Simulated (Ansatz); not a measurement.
Relaxed-ion elastic tensor of ZrPbO3 (cubic perovskite, Pm-3m) in GPa (Voigt order), LDA in the plane-wave PAW code Ansatz; density 8.29 g/cm³, 13.87 Å³ per atom.

```csv
,1,2,3,4,5,6
1,352,96.2,96.2,0.0,0.0,0.0
2,96.2,352,96.2,0.0,0.0,0.0
3,96.2,96.2,352,0.0,0.0,0.0
4,0.0,0.0,0.0,65.6,0.0,0.0
5,0.0,0.0,0.0,0.0,65.6,0.0
6,0.0,0.0,0.0,0.0,0.0,65.6
```

Problem. Is the crystal mechanically stable?

Solution. Yes: the smallest eigenvalue of C is 65.6 GPa.

Problem. Work out the Voigt, Reuss and Hill averages.

Solution. K_V = 182, K_R = 182, K_H = 182; G_V = 90.5, G_R = 81.5, G_H = 86.0 GPa.

Problem. Give Young's modulus, Poisson's ratio, Pugh's ratio and the universal anisotropy index.

Solution. E = 9KG/(3K + G) = 223 GPa; ν = 0.30; K/G = 2.11 (ductile by the Pugh limit of 1.75); A_U = 5G_V/G_R + K_V/K_R − 6 = 0.56.

Problem. Estimate the sound speeds and the Debye temperature.

Solution. v_l = √((K + 4G/3)/ρ) = 5980 m/s, v_t = √(G/ρ) = 3220 m/s, mean 3590 m/s; Θ = (h/k)(3n/4πV)^(1/3) v_m = 445 K.

Problem. Give the Zener ratio and Young's modulus along [100], [110] and [111].

Solution. A = 2C44/(C11 − C12) = 0.51; 1/E = S11 − 2(S11 − S12 − S44/2)Γ with Γ = 0, 1/4, 1/3 gives 311, 197, 176 GPa.

The workflow started from a Materials Project entry (that database holds measured and hypothetical structures alike); the Crystallography Open Database copy checked does not list it. COD files the formula under space group No. 38, 55, so this cell is another polymorph or a model. Whether it is the stable phase at ambient conditions was not checked. Symmetry was held in the LDA relaxation. At this level the phase is dynamically unstable (imaginary phonons). No spin polarisation was allowed. Scalar-relativistic: spin–orbit coupling is off unless named, which matters more the heavier the elements.

Potentials: the later of the program's two PAW sets.
